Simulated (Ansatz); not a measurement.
Here is the system:

Si$_{3}$P$_{4}$:
```yaml
crystal:
  lattice:
    - [-4.04285, 4.04285, 4.04285]
    - [4.04285, -4.04285, 4.04285]
    - [4.04285, 4.04285, -4.04285]
  atoms:
    - { symbol: Si, position: [0.25000, 0.62500, 0.37500] }
    - { symbol: Si, position: [0.75000, 0.87500, 0.12500] }
    - { symbol: Si, position: [0.37500, 0.25000, 0.62500] }
    - { symbol: Si, position: [0.12500, 0.75000, 0.87500] }
    - { symbol: Si, position: [0.62500, 0.37500, 0.25000] }
    - { symbol: Si, position: [0.87500, 0.12500, 0.75000] }
    - { symbol: P, position: [0.00973, 0.00973, 0.00973] }
    - { symbol: P, position: [0.50000, 0.00000, 0.49027] }
    - { symbol: P, position: [0.00000, 0.49027, 0.50000] }
    - { symbol: P, position: [0.49027, 0.50000, 0.00000] }
    - { symbol: P, position: [0.50973, 0.50973, 0.50973] }
    - { symbol: P, position: [0.50000, 0.00000, 0.99027] }
    - { symbol: P, position: [0.99027, 0.50000, 0.00000] }
    - { symbol: P, position: [0.00000, 0.99027, 0.50000] }
```

This is the PBE-relaxed structure.

All from plane-wave PAW PBE (Ansatz code), unless another level is named. Estimate the electronic character.

metallic (no gap).

And the density of states at the Fermi level?

0.27 states/eV per atom (mean over ±0.08 eV).

Predict the formation energy from the elements (no fitted shifts).

0.038 eV/atom.

Space group I-43d. A made-up cell: these elements were put on the sites of a structure type; neither database checked (COD, Materials Project) lists it. Its standing as an ambient phase is unchecked. Symmetry was held in the PBE relaxation; its stability against distortions is not shown here. The references are the lowest solids computed at this level, not always the standard phases.

Potentials: the later of the program's two PAW sets.
